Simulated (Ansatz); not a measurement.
C:
```
CELL_PARAMETERS angstrom
      4.43593     0.00000     0.00000
     -2.21796     3.84162     0.00000
      0.00000     0.00000     2.52203
ATOMIC_POSITIONS crystal
  C  0.44789 0.89578 0.25000
  C  0.10422 0.55211 0.25000
  C  0.44789 0.55211 0.25000
  C  0.55211 0.10422 0.75000
  C  0.89578 0.44789 0.75000
  C  0.55211 0.44789 0.75000
```

Relaxed with r²SCAN. Special points in fractions of this cell's reciprocal vectors: Γ (0.000, 0.000, 0.000); M (0.500, 0.000, 0.000); K (0.333, 0.333, 0.000); A (0.000, 0.000, 0.500); L (0.500, 0.000, 0.500); H (0.333, 0.333, 0.500).

Problem. List the band energies nearest the valence-band maximum at these points for the program Ansatz at the r²SCAN level (PAW).

Solution. In eV from the valence-band maximum; about four levels below and three above (degenerate sets whole), none deeper than 8.9 eV; points with the same levels are listed once.

```csv
k,below,above
Γ,-3.85 -3.85 0.00 0.00,2.44 3.62 3.79
M,-6.16 -5.96 -3.88 -1.85,4.96 5.27 5.98
K,-5.59 -5.59 -3.90 -3.72,5.69 5.69 6.84
A,-5.61 -5.61 -5.61 -5.61,5.89 5.89 7.30 7.30
L,-5.71 -5.71 -4.48 -4.48,4.48 4.48 4.85 4.85
H,-5.58 -5.58 -4.73 -4.73,4.53 4.53 5.88 5.88
```

Space group P6_3/mmc. The start of the workflow was typed in or built on a structure type. Its sites differ from those of the usual phase in this space group: another stacking or structure type. Symmetry was held in the r²SCAN relaxation; its stability against distortions is not shown here.

Potentials: the later of the program's two PAW sets.
